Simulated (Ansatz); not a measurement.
Al:
```yaml
crystal:
  lattice:
    - [2.83951, 0.00000, 0.00000]
    - [-1.41976, 2.45909, 0.00000]
    - [0.00000, 0.00000, 4.67148]
  atoms:
    - { symbol: Al, position: [0.66667, 0.33333, 0.75000] }
    - { symbol: Al, position: [0.33333, 0.66667, 0.25000] }
```

Relaxed with PBEsol. Special points in fractions of this cell's reciprocal vectors: Γ (0.000, 0.000, 0.000); M (0.500, 0.000, 0.000); K (0.333, 0.333, 0.000); A (0.000, 0.000, 0.500); L (0.500, 0.000, 0.500); H (0.333, 0.333, 0.500).

Question: List the band energies nearest the Fermi level at these points for the program Ansatz at the PBEsol level (PAW).

Answer: In eV from the Fermi level; about four levels below and three above (degenerate sets whole), none deeper than 8.9 eV; … stands for higher levels left out; points with the same levels are listed once.

```tsv
k	below	above
Γ	-4.67 -4.49	10.74 10.74 11.06 11.06
M	-5.32 -5.15	0.60 1.08 1.46
K	-3.39 -3.39 -3.15	2.45 2.45 2.47
A	–	3.31 3.31 11.90 11.90 11.90 11.90
L	-3.95 -3.95 -3.22 -3.22	7.16 7.16 7.56 7.56
H	-1.58 -1.58 -0.97 -0.97	10.04 10.04 …
```

Space group P6_3/mmc (hcp (Mg type)). The workflow started from a Materials Project entry (that database holds measured and hypothetical structures alike); the Crystallography Open Database copy checked does not list it. It is not the phase usual at ambient conditions (space group No. 225). Symmetry was held in the PBEsol relaxation; whether a distortion lowers the energy is not shown.

Potentials: the later of the program's two PAW sets.
